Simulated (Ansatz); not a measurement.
TlBr:
Space group Pm-3m (No. 221); a = b = c = 3.980 Å, α = β = γ = 90.00°

```
atom  site  symmetry       x       y       z
----  ----  --------  ------  ------  ------
Tl      1a      m-3m  0.0000  0.0000  0.0000
Br      1b      m-3m  0.5000  0.5000  0.5000
```

Relaxed with PBE+D3(BJ).

Problem. Which orbitals make up the states near the band edges in PBE+D3(BJ) (plane waves, PAW; program Ansatz)?

Solution. Top 1 eV of the valence band: Br 4p 83 %, Tl 6s 14 %. Bottom 1 eV of the conduction band: Tl 6p 82 %, Br 4p 7 %, Br 4s 7 %. Projections are on Löwdin-orthogonalised atomic valence shells; empty p or d shells of many metals are not among them.

Problem. Tabulate the density of states.

Solution. States/eV per cell of 2 atoms, in 0.25 eV bins, energy from the valence-band maximum.

```
E (eV)  total  Br 4p  Tl 6p  Tl 6s
------  -----  -----  -----  -----
-7.87    0.00   0.00   0.00   0.00
-7.62    0.00   0.00   0.00   0.00
-7.37    0.00   0.00   0.00   0.00
-7.12    0.00   0.00   0.00   0.00
-6.87    0.00   0.00   0.00   0.00
-6.62    0.00   0.00   0.00   0.00
-6.37    0.00   0.00   0.00   0.00
-6.12    0.00   0.00   0.00   0.00
-5.87    0.00   0.00   0.00   0.00
-5.62    0.00   0.00   0.00   0.00
-5.37    0.60   0.17   0.02   0.39
-5.12    1.64   0.38   0.10   1.11
-4.87    2.29   0.45   0.18   1.58
-4.62    1.05   0.22   0.12   0.68
-4.37    0.78   0.16   0.10   0.51
-4.12    0.60   0.11   0.07   0.41
-3.87    0.46   0.07   0.05   0.33
-3.62    0.26   0.04   0.03   0.20
-3.37    0.17   0.02   0.02   0.13
-3.12    0.11   0.01   0.01   0.09
-2.87    0.26   0.16   0.06   0.03
-2.62    0.94   0.68   0.23   0.02
-2.37    1.74   1.31   0.36   0.05
-2.12    2.73   2.12   0.45   0.11
-1.87    2.40   1.86   0.30   0.20
-1.62    2.49   2.03   0.22   0.19
-1.37    2.94   2.47   0.19   0.25
-1.12    3.56   3.16   0.14   0.21
-0.87    3.38   3.06   0.07   0.23
-0.62    1.45   1.08   0.04   0.31
-0.37    2.03   1.54   0.04   0.43
-0.12    0.14   0.09   0.00   0.04
0.13     0.00   0.00   0.00   0.00
0.38     0.00   0.00   0.00   0.00
0.63     0.00   0.00   0.00   0.00
0.88     0.00   0.00   0.00   0.00
1.13     0.00   0.00   0.00   0.00
1.38     0.00   0.00   0.00   0.00
1.63     0.00   0.00   0.00   0.00
1.88     0.00   0.00   0.00   0.00
2.13     0.07   0.00   0.05   0.00
2.38     0.27   0.02   0.23   0.00
2.63     0.49   0.04   0.41   0.01
2.88     0.70   0.07   0.56   0.01
3.13     1.02   0.11   0.80   0.02
3.38     1.46   0.19   1.11   0.03
3.63     2.46   0.34   1.84   0.05
3.88     1.80   0.26   1.35   0.04
4.13     1.33   0.19   1.01   0.03
4.38     1.13   0.16   0.87   0.03
4.63     1.19   0.17   0.93   0.02
4.88     1.43   0.21   1.12   0.02
5.13     1.29   0.16   1.03   0.02
5.38     1.25   0.12   1.02   0.02
5.63     1.20   0.10   0.99   0.02
5.88     1.26   0.09   1.05   0.02
6.13     2.19   0.13   1.87   0.03
6.38     2.34   0.13   2.04   0.02
6.63     0.75   0.03   0.65   0.00
```

Symmetry was held in the PBE+D3(BJ) relaxation; phonons on a q-mesh show no instability. Spin–orbit coupling is left out wherever it is not named.

Potentials: the later of the program's two PAW sets.
